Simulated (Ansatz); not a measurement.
Geometry optimisation in Ansatz: input, command and trajectory.

```yaml
crystal:
  lattice:
    - [0.0, 2.5689011361, 2.5689011361]
    - [2.5689011361, 0.0, 2.5689011361]
    - [2.5689011361, 2.5689011361, 0.0]
  atoms:
    - { symbol: Ir, position: [0.0, 0.0, 0.0], spin: 0.26 }
    - { symbol: F, position: [0.25, 0.25, 0.25] }
    - { symbol: F, position: [0.75, 0.75, 0.75] }
basis:
  ecutwfc: 420
kpoints:
  mp_grid: { grid: [6, 6, 6] }
hamiltonian:
  xc: pbe
scf:
  occupations: { method: gaussian, width: 0.1 }
  lower_state_search: "off"
output:
  forces: true
  stress: true
  eigenvalues: true
  populations: true
magnetization:
  spin_polarized: true
relax:
  adjacent_minimum: "off"
  f_tol: 0.04
  max_steps: 70
  cell: { stress_tol: 0.4 }
```

```bash
ansatz run input.yaml --threads 1 --pin off --max-ram 2560MiB --backend cpu --events-out ev --progress --plain --runs-dir out
```

Method: Ansatz, DFT PBE, scalar-relativistic, plane waves, PAW.

Of 8 frames 8 are shown, positions in Å and forces in eV/Å; the SCF threshold varies from step to step. Steps run on the plane waves of an earlier cell, with a Pulay correction in the pressure. The basis is chosen afresh for the last frame, the zero of the energies, and at times for earlier ones too; energy and pressure step there, also at an unchanged geometry. Here that happened at step 5 (-25 meV/atom, 3.0 GPa); the frames before carry an error of that size.

```xyz
3
Lattice="0.0000 2.5689 2.5689 2.5689 0.0000 2.5689 2.5689 2.5689 0.0000" Properties=species:S:1:pos:R:3:forces:R:3 pbc="T T T" step=1 free_energy_over_end_meV_per_atom=210.23 pressure_GPa=23.27
Ir    0.0000    0.0000    0.0000    0.0000    0.0000    0.0000
F     1.2845    1.2845    1.2845    0.0000    0.0000    0.0000
F     3.8534    3.8534    3.8534    0.0000    0.0000    0.0000
3
Lattice="0.0000 2.6723 2.6723 2.6723 0.0000 2.6723 2.6723 2.6723 0.0000" Properties=species:S:1:pos:R:3:forces:R:3 pbc="T T T" step=2 free_energy_over_end_meV_per_atom=39.72 pressure_GPa=7.62
Ir    0.0000    0.0000    0.0000    0.0000    0.0000    0.0000
F     1.3362    1.3362    1.3362    0.0000    0.0000    0.0000
F     4.0085    4.0085    4.0085    0.0000    0.0000    0.0000
3
Lattice="0.0000 2.7291 2.7291 2.7291 0.0000 2.7291 2.7291 2.7291 0.0000" Properties=species:S:1:pos:R:3:forces:R:3 pbc="T T T" step=3 free_energy_over_end_meV_per_atom=29.92 pressure_GPa=-2.20
Ir    0.0000    0.0000    0.0000    0.0000    0.0000    0.0000
F     1.3646    1.3646    1.3646    0.0000    0.0000    0.0000
F     4.0937    4.0937    4.0937    0.0000    0.0000    0.0000
3
Lattice="0.0000 2.7160 2.7160 2.7160 0.0000 2.7160 2.7160 2.7160 0.0000" Properties=species:S:1:pos:R:3:forces:R:3 pbc="T T T" step=4 free_energy_over_end_meV_per_atom=27.77 pressure_GPa=-0.08
Ir    0.0000    0.0000    0.0000    0.0000    0.0000    0.0000
F     1.3580    1.3580    1.3580    0.0000    0.0000    0.0000
F     4.0739    4.0739    4.0739    0.0000    0.0000    0.0000
3
Lattice="0.0000 2.7160 2.7160 2.7160 0.0000 2.7160 2.7160 2.7160 0.0000" Properties=species:S:1:pos:R:3:forces:R:3 pbc="T T T" step=5 free_energy_over_end_meV_per_atom=3.01 pressure_GPa=2.91
Ir    0.0000    0.0000    0.0000    0.0000    0.0000    0.0000
F     1.3580    1.3580    1.3580    0.0000    0.0000    0.0000
F     4.0739    4.0739    4.0739    0.0000    0.0000    0.0000
3
Lattice="0.0000 2.7335 2.7335 2.7335 0.0000 2.7335 2.7335 2.7335 0.0000" Properties=species:S:1:pos:R:3:forces:R:3 pbc="T T T" step=6 free_energy_over_end_meV_per_atom=1.24 pressure_GPa=0.67
Ir    0.0000    0.0000    0.0000    0.0000    0.0000    0.0000
F     1.3668    1.3668    1.3668    0.0000    0.0000    0.0000
F     4.1003    4.1003    4.1003    0.0000    0.0000    0.0000
3
Lattice="0.0000 2.7388 2.7388 2.7388 0.0000 2.7388 2.7388 2.7388 0.0000" Properties=species:S:1:pos:R:3:forces:R:3 pbc="T T T" step=7 free_energy_over_end_meV_per_atom=1.45 pressure_GPa=0.03
Ir    0.0000    0.0000    0.0000    0.0000    0.0000    0.0000
F     1.3694    1.3694    1.3694    0.0000    0.0000    0.0000
F     4.1082    4.1082    4.1082    0.0000    0.0000    0.0000
3
Lattice="0.0000 2.7388 2.7388 2.7388 0.0000 2.7388 2.7388 2.7388 0.0000" Properties=species:S:1:pos:R:3:forces:R:3 pbc="T T T" step=8 free_energy_over_end_meV_per_atom=0.00 pressure_GPa=0.07
Ir    0.0000    0.0000    0.0000    0.0000    0.0000    0.0000
F     1.3694    1.3694    1.3694    0.0000    0.0000    0.0000
F     4.1082    4.1082    4.1082    0.0000    0.0000    0.0000
```

The start puts this composition into another compound's structure type, which needn't suit it. At the end the space group is Fm-3m (tolerance 0.05 Å).

Time: 18 s on 1 thread of Intel(R) Xeon(R) 6975P-C (Granite Rapids), on a shared host, peak memory 0.36 GiB.

The state reached may not be the lowest one. The k mesh is coarse. Spin-orbit coupling is left out, which matters for the bands of heavy elements.